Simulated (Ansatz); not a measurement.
Generalised stacking fault of PbTe (rock salt) on the {110} plane. The cell below holds the perfect crystal with the plane normal along z; tilting its third vector by the shift puts one fault into each cell, between planes 2.28 Å apart, at fixed cell height.

```xyz
6
Lattice="4.5558 0.0000 0.0000 0.0000 6.4429 0.0000 2.2779 3.2214 6.8337" Properties=species:S:1:pos:R:3 pbc="T T T"
Te     1.8982     2.6845     5.6947
Te     1.8982     2.6845     1.1389
Te     4.1761     5.9060     3.4168
Pb     1.8982     5.9060     1.1389
Pb     4.1761     2.6845     3.4168
Pb     1.8982     5.9060     5.6947
```

In-plane vectors a = (4.556, 0.000) Å, b = (0.000, 6.443) Å, area 29.35 Å². The shift is s times the vector a + b (length 7.891 Å), so s = 1 restores the start. The shift is rigid: no atom relaxes. γ = [E(shift) − E(0)] / area.

Calculation: PBEsol (plane waves to 420 eV, PAW, scalar-relativistic; Ansatz, an electronic-structure program). k mesh 7×7×7 (Γ-centred), Fermi-Dirac smearing 0.05 eV. E is the zero-smearing estimate. As the smearing reaches across the gap at some points, the k mesh leaves noise in γ, roughly 0.02 J/m² as judged from a few cases. Faults lie only 6.8 Å apart, and holding the cell height and the atoms raises γ above its relaxed value. PbTe was relaxed with its symmetry unable to fall. Spin-orbit coupling is left out, though Pb and Te are heavy. The zero of γ is zero shift. The last digit holds for this mesh only.

```
s      γ (J/m²)
-----  --------
0.000      0.00
0.083      0.18
0.167      0.59
0.250      0.99
0.333      1.64
0.417      2.97
0.500      3.88
0.583      2.97
0.667      1.64
0.750      0.99
0.833      0.59
0.917      0.18
```

**Question.** Does γ have a local minimum between the ends of the line, and at which s?

**Answer.** No computed point is one.

**Question.** By a periodic cubic spline through the points, what shear stress does the steepest rise of γ from s = 0 correspond to?

**Answer.** 22 GPa. A slope of 1 mJ/m² per Å is 0.01 GPa.

(The slope of γ gives the shear force per area between the displaced halves; near zero shift its curvature is an elastic stiffness.)
